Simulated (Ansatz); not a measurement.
NbAs:
```
CELL_PARAMETERS angstrom
     -1.70867     1.70867     5.76584
      1.70867    -1.70867     5.76584
      1.70867     1.70867    -5.76584
ATOMIC_POSITIONS crystal
  Nb 0.99876 0.99876 0.00000
  Nb 0.74876 0.24876 0.50000
  As 0.41724 0.41724 0.00000
  As 0.16724 0.66724 0.50000
```

Relaxed with LDA. Special points in fractions of this cell's reciprocal vectors: Γ (0.000, 0.000, 0.000); X (0.000, 0.000, 0.500); P (0.250, 0.250, 0.250); N (0.000, 0.500, 0.000); M (0.500, 0.500, -0.500); S (0.272, 0.728, -0.272); S0 (-0.272, 0.272, 0.272); R (-0.044, 0.044, 0.500); G (0.500, 0.500, -0.044).

List the band energies nearest the Fermi level at these points for plane-wave PAW LDA (Ansatz code).

In eV from the Fermi level; about four levels below and three above (degenerate sets whole), none deeper than 8.9 eV; points with the same levels are listed once.

| k | below | above |
|---|---|---|
| Γ | -2.14 -1.76 -1.41 -1.41 | 0.72 1.32 2.56 |
| X | -2.83 -2.83 -0.59 -0.59 | 2.52 2.52 2.81 2.81 |
| P | -2.87 -2.87 -0.57 -0.57 | 2.53 2.53 2.77 2.77 |
| N | -2.33 -1.81 -1.45 -0.06 | 0.05 1.24 2.22 |
| M | -2.62 -2.62 -0.51 -0.51 | 1.01 1.01 2.04 2.04 |
| S | -2.31 -2.15 -1.42 -0.16 | 0.22 1.53 2.09 |
| R | -2.80 -2.80 -0.64 -0.64 | 2.40 2.40 2.81 2.81 |

Space group I4_1md. The LDA relaxation kept the symmetry of its start. No spin polarisation was allowed. A small band overlap can be real or an error of a semilocal functional. The Fermi level of a semimetal is unsure by some 0.05 eV on such meshes. Scalar-relativistic: spin–orbit coupling is off unless named, which matters more the heavier the elements.

Potentials: the later of the program's two PAW sets.
